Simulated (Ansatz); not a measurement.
An Ansatz (a program for electronic structure) run. Input:

Ansatz 0.2 input:
```yaml
crystal:
  lattice:
    - [3.8408323753, 0.0, 0.0]
    - [0.0, 3.8408323753, 0.0]
    - [0.0, 0.0, 3.8408323753]
  atoms:
    - { symbol: Ca, position: [0.5, 0.5, 0.5] }
    - { symbol: Ti, position: [0.0, 0.0, 0.0] }
    - { symbol: O, position: [0.0, 0.0, 0.5] }
    - { symbol: O, position: [0.0, 0.5, 0.0] }
    - { symbol: O, position: [0.5, 0.0, 0.0] }
kpoints:
  mp_grid: { grid: [4, 4, 4] }
hamiltonian:
  xc: hse06
  pseudopotentials: { kind: paw }
scf:
  n_extra_bands: 6
  occupations: { method: fixed }
output:
  eigenvalues: true
  eigenstates:
    e_range: [-9.0, 10.8]
    kpoints:
      - [0.5, 0.5, 0.5]  # VBM
      - [0.0, 0.0, 0.0]  # CBM
      - [0.0, 0.0, 0.0]  # GAMMA
      - [0.5, 0.5, 0.5]  # R
      - [0.5, 0.5, 0.0]  # M
      - [0.0, 0.5, 0.0]  # X
```

Output (shortened):

```
Pseudopotential: Ca, paw, valence charge 10
Pseudopotential: Ti, paw, valence charge 12
Pseudopotential: O, paw, valence charge 6
Functional definition: HSE06
davidson cushion auto → on  (no smearing: the cushion is to keep the highest requested band from converging to the state above it …
Crystal: 5 atoms, lattice volume = 56.660 Å³
Basis set: ecut = 420 eV, 1141 PW (Γ)
Bands: 26, of which v1, the nominal top of the filled ones, is band 20 counted from 1 (19 counted from 0)
Symmetry: 48 space group operations
Space group: Pm-3m (ITA 221), of the structure as read, at distance tolerance 3.8e-5 Å
k-points: 10 of 64
SCF iter   1: F=—  HF=-6026.777177 eV  |F-HF|=—  |Δ(HF+E_count)|=         —  Δρ=1.45e-3  dr2=2.63e-4  ethr=1.77e-3  ⟨swp⟩=2.0  Hψ=1838  notcnv=0
preconditioner: auto → none
SCF iter   2: F=-6026.777797 eV  HF=-6026.777662 eV  |F-HF|=1.35e-4  |Δ(HF+E_count)|=   4.86e-4  Δρ=7.01e-4  dr2=6.60e-5  ethr=6.57e-7  ⟨swp⟩=5.5  Hψ=844  notcnv=0  defer=3
SCF 1 stopped early in 2 iterations: F = -6026.777797 eV  dr2 = 6.60e-5
Crystal: 5 atoms, lattice volume = 56.660 Å³
Exchange kernel: α = 0.2500, screened, ω = 0.2079 Å⁻¹, Wigner–Seitz truncation, v(0) = 1030.6596 eV·Å³, q-mesh 4×4×4, nearest image of the exchange supercell L …
Frozen-core exchange: fock
SCF iter   1: F=—  HF=-6026.877826 eV  |F-HF|=—  |Δ(HF+E_count)|=         —  Δρ=2.59e-2  dr2=5.43e-1  ethr=1.65e-6  ⟨swp⟩=8.0  Hψ=1464  notcnv=0
preconditioner: auto → none
SCF iter   2: F=—  HF=-6026.789368 eV  |F-HF|=—  |Δ(HF+E_count)|=   8.85e-2  Δρ=2.31e-2  dr2=3.05e-1  ethr=1.65e-6  ⟨swp⟩=6.8  Hψ=1269  notcnv=0
SCF iter   3: F=—  HF=-6026.724080 eV  |F-HF|=—  |Δ(HF+E_count)|=   6.53e-2  Δρ=3.74e-3  dr2=9.56e-3  ethr=1.65e-6  ⟨swp⟩=5.2  Hψ=1095  notcnv=0
SCF iter   4: F=—  HF=-6026.752856 eV  |F-HF|=—  |Δ(HF+E_count)|=   2.88e-2  Δρ=2.76e-3  dr2=5.72e-3  ethr=1.65e-6  ⟨swp⟩=4.4  Hψ=934  notcnv=0
SCF iter   5: F=—  HF=-6026.751267 eV  |F-HF|=—  |Δ(HF+E_count)|=   1.59e-3  Δρ=5.81e-4  dr2=9.03e-5  ethr=1.65e-6  ⟨swp⟩=4.1  Hψ=846  notcnv=0
SCF iter   6: F=-6026.751620 eV  HF=-6026.751629 eV  |F-HF|=8.24e-6  |Δ(HF+E_count)|=   3.61e-4  Δρ=1.72e-4  dr2=1.38e-5  ethr=1.65e-7  ⟨swp⟩=3.9  Hψ=769  notcnv=0
SCF 2 stopped early in 6 iterations: F = -6026.751620 eV  dr2 = 1.38e-5
hybrid outer 1: dexx = +3.327e-2 eV, tail = 1.16e-4 eV
Crystal: 5 atoms, lattice volume = 56.660 Å³
Exchange kernel: α = 0.2500, screened, ω = 0.2079 Å⁻¹, Wigner–Seitz truncation, v(0) = 1030.6596 eV·Å³, q-mesh 4×4×4, nearest image of the exchange supercell L …
Frozen-core exchange: fock
SCF iter   1: F=—  HF=-6026.750774 eV  |F-HF|=—  |Δ(HF+E_count)|=         —  Δρ=1.06e-4  dr2=5.52e-6  ethr=1.45e-6  ⟨swp⟩=3.4  Hψ=641  notcnv=0
preconditioner: auto → none
iter 2 solved again at ethr=3.88e-10 eV; its pass at ethr=1.22e-8 eV (dr2=1.55e-7 eV) is discarded
SCF iter   2: F=—  HF=-6026.750774 eV  |F-HF|=—  |Δ(HF+E_count)|=   3.19e-7  Δρ=3.31e-5  dr2=4.38e-7  ethr=3.88e-10  ⟨swp⟩=3.2  Hψ=1386  notcnv=0
SCF iter   3: F=—  HF=-6026.750777 eV  |F-HF|=—  |Δ(HF+E_count)|=   2.79e-6  Δρ=2.56e-5  dr2=2.53e-7  ethr=3.86e-10  ⟨swp⟩=5.0  Hψ=931  notcnv=0
SCF iter   4: F=-6026.750777 eV  HF=-6026.750777 eV  |F-HF|=6.82e-9  |Δ(HF+E_count)|=   6.74e-8  Δρ=5.29e-6  dr2=1.84e-8  ethr=3.86e-10  ⟨swp⟩=3.1  Hψ=696  notcnv=0
SCF 3 converged in 4 iterations: F = -6026.750777 eV  dr2 = 1.84e-8
hybrid outer 2: dexx = +2.833e-6 eV, tail = 7.61e-8 eV, Δε = 5.13e-3 eV (about 1.55e-4 eV left of the loop's levels)
NSCF: frozen V_eff on 6 k-points
hybrid SCF converged: 2 outer / 10 inner (+2 warm-up), last move |dexx| = 2.83e-6 eV, tail = 7.61e-8 eV
Stability not checked (fock_operator)
Free energy (F): -6026.750776 eV
Frozen-core exchange: fock
Harris-Foulkes:  -6026.750776 eV  (|F-HF|=6.82e-9)
Internal energy: -6026.750776 eV  (E = F + TS)
E sigma→0 (E₀):  -6026.750776 eV
Fermi energy:    8.591769 eV
--- Per-component energies (eV) ---
  E_band       = -361.538063
  E_kinetic    = 1083.675856
  E_local      = -2425.137464  (includes V_loc(G=0)·N_el)
  E_nonlocal   = 202.144584
  E_hartree    = 890.134530
  E_xc         = -369.462752
  E_vxc        = -462.624681  (∫ρ·V_xc dr)
  E_exx        = -127.092104  (= α·E_x^exact, valence–valence)
  E_paw        = -2341.010417  (= ΣΔE_a)
  E_vpaw       = -285.685562  (= ΣTr[D̂ρ^β])
  E_aug_tail   = 0.007486  (compensation charges beyond the density's cutoff)
  E_ewald      = -2939.606353
  E_core_change = -0.404143  (= ΣΔE_core)
  E_smearing   =  0.000000  (= −TS)
  E_closure    =  0.000000  (closes the sum)
  Σ components = -6026.750776   (vs F -6026.750776, Δ=0.00e0)
  [band-id]    e_kinetic+e_local+e_nonlocal+2·e_hartree+e_vxc+2·e_exx+e_vpaw+e_augmentation_tail = -361.534929   (vs E_band -361.538063, Δ=3.13e-3)
--- Band table (eV; the first three rows and the last of 10) ---
  k-point 0: bands = ["-51.9904", "-33.2981", "-26.6405", "-26.6405", "-26.6405", "-12.7879", "-12.7879", "-12.7879", "-10.8388", "-9.6571", "-9.6571", "5.0952", "5.0952", "5.0952", "7.2668", "7.2668", "7.2668", "8.0861", "8.0861", "8.0861", "12.0071", …
  k-point 1: bands = ["-51.9896", "-33.2947", "-26.6864", "-26.6375", "-26.6375", "-12.9818", "-12.7803", "-12.7803", "-10.4316", "-9.6351", "-9.4489", "4.3942", "5.1582", "5.1582", "6.5355", "6.5548", "6.5548", "6.8295", "7.8688", "7.8688", "12.1122", …
  k-point 2: bands = ["-51.9888", "-33.2914", "-26.7318", "-26.6345", "-26.6345", "-13.1445", "-12.7726", "-12.7726", "-10.0381", "-9.6130", "-9.2232", "3.5532", "5.4101", "5.4101", "5.5699", "5.7478", "5.7478", "6.4475", "7.7635", "7.7635", "12.2247", …
  k-point 9: bands = ["-51.9855", "-33.2767", "-26.7211", "-26.7211", "-26.7211", "-12.8782", "-12.8782", "-12.8782", "-9.1432", "-9.1432", "-9.1432", "3.2903", "3.7151", "3.7151", "3.7171", "3.7171", "3.7171", "8.5918", "8.5918", "8.5918", "15.1139", …
```

Cost: roughly 60 core-seconds on shared cores.

The points marked VBM and CBM come from a semilocal run.

The workflow started from an entry of the Crystallography Open Database (COD), which files this formula under 5 space groups. Whether it is the stable phase at ambient conditions was not checked. The PBEsol relaxation kept the symmetry of its start; its stability against distortions is not shown here. The run is not spin-polarised.

Potentials: the later of the program's two PAW sets.

Ansatz is a plane-wave DFT program.
